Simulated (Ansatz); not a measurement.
MgRh (CsCl type)

```
CELL_PARAMETERS angstrom
      3.04728     0.00000     0.00000
      0.00000     3.04728     0.00000
      0.00000     0.00000     3.04728
ATOMIC_POSITIONS crystal
  Mg 0.00000 0.00000 0.00000
  Rh 0.50000 0.50000 0.50000
```

The slice is a {100} plane (indices of the conventional cell) through the point (0.000, 0.000, 0.000) (fractional), spanned by u = [100] and v = [010] in vectors of this cell: u (3.05 Å) and v (3.05 Å, at 90° to u). It covers one period; positions are fractions (u, v).

The numbers are results of LDA (plane waves to 420 eV, PAW, scalar-relativistic; Ansatz, an electronic-structure program), not measurements. k mesh 15×15×15. Near the nuclei the fields are pseudised (PAW); where an atom keeps semicore shells as valence, they peak there. MgRh is run without spin polarisation. MgRh was relaxed with its symmetry unable to fall.

Task: Sketch the electrostatic potential energy of an electron, from the cell's mean on this plane as a map.

Result: 
```tsv
v \ u	0.00	0.12	0.25	0.38	0.50	0.62	0.75	0.88
0.88	x	x	x	8.8	11.0	8.8	x	x
0.75	x	x	6.7	10.4	11.5	10.4	6.7	x
0.62	7.9	8.8	10.4	11.3	11.4	11.3	10.4	8.8
0.50	10.7	11.0	11.5	11.4	11.2	11.4	11.5	11.0
0.38	7.9	8.8	10.4	11.3	11.4	11.3	10.4	8.8
0.25	x	x	6.7	10.4	11.5	10.4	6.7	x
0.12	x	x	x	8.8	11.0	8.8	x	x
0.00	x	x	x	7.9	10.7	7.9	x	x
```

Values: electrostatic potential energy of an electron, from the cell's mean, in eV. Points within 1 Å of a nucleus are blanked (x), as the pseudised field means little there. The zero, the cell's mean, hangs on the PAW cores.
